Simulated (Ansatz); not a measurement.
ZrW$_{2}$ (cubic Laves (MgCu2 type), space group No. 227), the program Ansatz at the PBEsol level (PAW), all energies at zero smearing, with the estimated change up to a 700 eV cutoff added, with one set of potentials and settings (totals compare only within such a set). Cell of 6 atoms (2 Zr, 4 W): -49284.350 eV.

```tsv
element	reference phase	E (eV/atom)
Zr	P6/mmm, 3 atoms in the cell	-4128.6456
W	Im-3m, 1 atoms in the cell	-10256.5620
```

Formation energy per atom, worked out: (-49284.350 − 2×(-4128.6456) − 4×(-10256.5620))/6 = -0.135 eV/atom (-13 kJ per mol of atoms), at 0 K, without zero-point energy or fitted corrections.

Space group Fd-3m (cubic Laves (MgCu2 type)). The workflow started from an entry of the Crystallography Open Database (COD). Its standing as an ambient phase is unchecked. The PBEsol relaxation kept the symmetry of its start; whether a distortion lowers the energy is not shown. The run is not spin-polarised. The references are the lowest solids computed at this level, not always the standard phases. Spin–orbit coupling is left out wherever it is not named.

Potentials: the later of the program's two PAW sets.
